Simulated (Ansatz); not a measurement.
Put Zn₃SnN₂ in Immm (No. 71): Zn on 2c and 4i; Sn on 2b; N on 2d and 2a.

Computed with Ansatz 0.2.0, DFT PBE, scalar-relativistic, plane waves, PAW. Cutoff 420 eV, Γ-centred mesh, Gaussian smearing, no spin polarisation.

Energies over the elements count from the elements' standard structures at the same level (N₂ as a molecule), with no fitted energy shifts. The references include grey tin.

Task: Which cell and coordinates does it relax to?

Result:

Space group Immm (No. 71). a = 4.595 Å, b = 5.107 Å, c = 8.616 Å, α = 90.00°, β = 90.00°, γ = 90.00°
```json
{"atom": "Zn", "site": "2c", "symmetry": "mmm", "x": "0.5000", "y": "0.5000", "z": "0.0000"}
{"atom": "Zn", "site": "4i", "symmetry": "mm2", "x": "0.5000", "y": "0.5000", "z": "0.7246"}
{"atom": "Sn", "site": "2b", "symmetry": "mmm", "x": "0.5000", "y": "0.0000", "z": "0.0000"}
{"atom": "N", "site": "2d", "symmetry": "mmm", "x": "0.0000", "y": "0.5000", "z": "0.0000"}
{"atom": "N", "site": "2a", "symmetry": "mmm", "x": "0.0000", "y": "0.0000", "z": "0.0000"}
```

Zn on a site of symmetry mmm has 2 N at 2.30 Å, 2 Zn at 2.37 Å and 2 Sn at 2.55 Å; around Zn on a site of symmetry mm2 lie 1 N at 1.93 Å and 1 Zn at 2.37 Å; Sn has 2 N at 2.30 Å and 2 Zn at 2.55 Å; N on its first site is surrounded by 2 Zn at 2.30 Å and 2 N at 2.55 Å; 1 more site not described. Another local minimum with the same sites may exist.

Task: And its energy and gap?

Result: The formation energy is +1.16 eV/atom. The gap on the 12×12×12 mesh of the 6-atom cell is 0 eV (a metal). The separate elements lie lower, so it is unstable against them.

The last run used Gaussian smearing of 0.10 eV. Symmetry constrained the relaxation, so the result can be a saddle point. Another cell of Zn3SnN2 relaxed alike, in R-3m, lies 0.74 eV/atom lower, so this cell isn't the stable form at this level.
